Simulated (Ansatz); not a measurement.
## Every step of a relaxation of CsCl AlNi (110), 3 layers

DFT, PBE, PAW with Ansatz's default frozen-core files, scalar-relativistic (Ansatz 0.2.0); a Γ-centred 13×9×1 k mesh, Fermi–Dirac smearing of 0.1 eV, no spin polarisation. The run relaxes the atoms in the fixed cell.

Command: `ansatz run input.yaml --threads 3 --pin off --max-ram 9216MiB --backend cpu --events-out ev --progress --plain --runs-dir out` It took 49 s on 3 threads of Intel(R) Xeon(R) Platinum 8488C (Sapphire Rapids), on a shared host, peak memory 0.68 GiB.

```yaml
crystal:
  lattice:
    - [2.8935740684, 0.0, 0.0]
    - [0.0, 4.0921316912, 0.0]
    - [0.0, 0.0, 20.0921]
  atoms:
    - { symbol: Ni, position: [0.75, 0.25, 0.3981656549] }
    - { symbol: Al, position: [0.25, 0.75, 0.3981656549] }
    - { symbol: Ni, position: [0.75, 0.75, 0.5] }
    - { symbol: Al, position: [0.25, 0.25, 0.5] }
    - { symbol: Ni, position: [0.75, 0.25, 0.6018343451] }
    - { symbol: Al, position: [0.25, 0.75, 0.6018343451] }
kpoints:
  mp_grid: { grid: [13, 9, 1] }
scf:
  occupations: { method: fermi_dirac, width: 0.1 }
hamiltonian:
  xc: pbe
  pseudopotentials: { kind: paw }
output:
  forces: true
  stress: true
  eigenvalues: true
relax:
  f_tol: 0.01
  max_steps: 40
efield:
  axis: 3
  amplitude: 0
  dipole_correction: true
```

Each step lists its free energy a cell above the last geometry, and Cartesian positions (Å) with forces (eV/Å).

The first step:

```
step 1  dF = 113.29 meV
  Ni 2.1702 1.0230 8.0000   0.0000 0.0000 0.6399
  Al 0.7234 3.0691 8.0000   0.0000 0.0000 -0.4620
  Ni 2.1702 3.0691 10.0460   0.0000 0.0000 0.0000
  Al 0.7234 1.0230 10.0460   0.0000 0.0000 0.0000
  Ni 2.1702 1.0230 12.0921   0.0000 0.0000 -0.6399
  Al 0.7234 3.0691 12.0921   0.0000 0.0000 0.4620
```

Spin polarisation is left out, though a magnetic state may lie lower.

Problem. Where does the relaxation end, and by which steps?

Solution. After 5 geometries, with a shortest distance of 2.417 Å. The further steps:
```
step 2  dF = 37.29 meV
  Ni 2.1702 1.0230 8.0511   0.0000 0.0000 0.3858
  Al 0.7234 3.0691 7.9687   0.0000 0.0000 -0.2751
  Ni 2.1702 3.0691 10.0460   0.0000 0.0000 0.0000
  Al 0.7234 1.0230 10.0460   0.0000 0.0000 0.0000
  Ni 2.1702 1.0230 12.0410   0.0000 0.0000 -0.3858
  Al 0.7234 3.0691 12.1234   0.0000 0.0000 0.2751
step 3  dF = 1.05 meV
  Ni 2.1702 1.0230 8.1229   0.0000 0.0000 -0.0843
  Al 0.7234 3.0691 7.9195   0.0000 0.0000 0.0126
  Ni 2.1702 3.0691 10.0460   0.0000 0.0000 0.0000
  Al 0.7234 1.0230 10.0460   0.0000 0.0000 0.0000
  Ni 2.1702 1.0230 11.9692   0.0000 0.0000 0.0843
  Al 0.7234 3.0691 12.1726   0.0000 0.0000 -0.0126
step 4  dF = 0.22 meV
  Ni 2.1702 1.0230 8.1067   0.0000 0.0000 0.0182
  Al 0.7234 3.0691 7.9134   0.0000 0.0000 0.0248
  Ni 2.1702 3.0691 10.0460   0.0000 0.0000 0.0000
  Al 0.7234 1.0230 10.0460   0.0000 0.0000 0.0000
  Ni 2.1702 1.0230 11.9854   0.0000 0.0000 -0.0182
  Al 0.7234 3.0691 12.1787   0.0000 0.0000 -0.0248
step 5  dF = 0.00 meV
  Ni 2.1702 1.0230 8.1103   0.0000 0.0000 0.0010
  Al 0.7234 3.0691 7.9204   0.0000 0.0000 -0.0032
  Ni 2.1702 3.0691 10.0460   0.0000 0.0000 0.0000
  Al 0.7234 1.0230 10.0460   0.0000 0.0000 0.0000
  Ni 2.1702 1.0230 11.9818   0.0000 0.0000 -0.0010
  Al 0.7234 3.0691 12.1717   0.0000 0.0000 0.0032
```
